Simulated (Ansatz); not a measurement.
# Zone-centre phonons of HfN at 16 GPa: input and output

These are results of Ansatz, DFT PBEsol, scalar-relativistic, plane waves, PAW, not measurements.

Launched with:
```bash
ansatz run input.yaml --threads 1 --pin off --max-ram 3072MiB --backend cpu --events-out ev --progress --plain --runs-dir out
```

Input (bare energies are in eV):
```yaml
crystal:
  lattice:
    - [0.0, 2.2134303905, 2.2134303905]
    - [2.2134303905, 0.0, 2.2134303905]
    - [2.2134303905, 2.2134303905, 0.0]
  atoms:
    - { symbol: Hf, position: [0.0, 0.0, 0.0] }
    - { symbol: "N", position: [0.5, 0.5, 0.5] }
basis:
  ecutwfc: 420
kpoints:
  mp_grid: { grid: [16, 16, 16] }
hamiltonian:
  xc: pbesol
scf:
  occupations: { method: fermi_dirac, width: 0.15 }
output:
  eigenvalues: true
phonons:
  method: dfpt
  eigenvectors: true
```

The end of the output:
```
--- Phonons (Γ-DFPT): 2 representative perturbations + reference, on 349 of 4096 k-points (Σ response iterations 7) ---
  k mesh reduced under 8 symmetry operations, with k and −k counted as one. Each operation leaves every solved perturbation unchanged. A smaller set is not used because it would not reduce the number of displacements ...
  ASR residual: 3.171e-4 → 0.000e0 eV/Å²; symmetrization residual: 8.096e-8 eV/Å²
  ASR residual per site (eV/Å²): 3.17e-4 1.47e-4
  Γ frequencies (cm⁻¹): 0.00 0.00 0.00 550.67 550.67 550.67
  non-analytic LO–TO correction: not included (Born effective charges unavailable; polar crystals: no LO–TO splitting at Γ)
```

It took 49 s on 1 thread of AMD EPYC 7R43 64-Core Processor (Zen 3), on a shared host, peak memory 0.83 GiB.

In a metal, frequencies and elastic constants depend on the k mesh and the smearing, soft modes and shear constants most. Spin–orbit coupling is left out, which can shift energies with elements as heavy as these.